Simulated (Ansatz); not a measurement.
ZrTiB4:
```cif
data_B4TiZr
_chemical_formula_sum 'Ti1 B4 Zr1'
_space_group_name_H-M_alt 'Pmmm'
_space_group_IT_number 47
_space_group_name_Hall '-P 2 2'
_cell_length_a 3.09070
_cell_length_b 3.36755
_cell_length_c 5.35009
_cell_angle_alpha 90.000
_cell_angle_beta 90.000
_cell_angle_gamma 90.000
loop_
_atom_site_label
_atom_site_type_symbol
_atom_site_symmetry_multiplicity
_atom_site_Wyckoff_symbol
_atom_site_fract_x
_atom_site_fract_y
_atom_site_fract_z
_atom_site_occupancy
Ti1 Ti 1 a 0.00000 0.00000 0.00000 1
B1 B 2 t 0.50000 0.50000 0.16136 1
B2 B 2 r 0.00000 0.50000 0.32611 1
Zr1 Zr 1 d 0.50000 0.00000 0.50000 1
```

Relaxed at zero pressure with PBEsol in the plane-wave PAW code Ansatz.

Task: The volume is raised by 3 % and shape and atoms relax at that volume. What pressure results, and how do the axes share the change?

Result: -7.1 GPa; a 0.9 %, b 1.2 %, c 0.9 %; the energy rises by 6 meV/atom.

Task: Give the new structure.

Result: 
Space group Pmmm (No. 47); a = 3.118 Å, b = 3.407 Å, c = 5.398 Å, α = β = γ = 90.00°

```json
[
 {"atom": "Ti", "site": "1a", "symmetry": "mmm", "x": "0.0000", "y": "0.0000", "z": "0.0000"},
 {"atom": "B", "site": "2t", "symmetry": "mm2", "x": "0.5000", "y": "0.5000", "z": "0.1614"},
 {"atom": "B", "site": "2r", "symmetry": "mm2", "x": "0.0000", "y": "0.5000", "z": "0.3262"},
 {"atom": "Zr", "site": "1d", "symmetry": "mmm", "x": "0.5000", "y": "0.0000", "z": "0.5000"}
]
```

The phase is kept; no other phase was compared at this pressure.

The start of the workflow was typed in or built on a structure type; neither database checked (COD, Materials Project) lists it. Whether it is the stable phase at ambient conditions was not checked. The PBEsol relaxation kept the symmetry of its start; whether a distortion lowers the energy is not shown. The run is not spin-polarised.

Potentials: the earlier of the program's two PAW sets. The files were generated under PBE; for other functionals the program regenerates the frozen cores, and for LDA and PBEsol the local potential too.
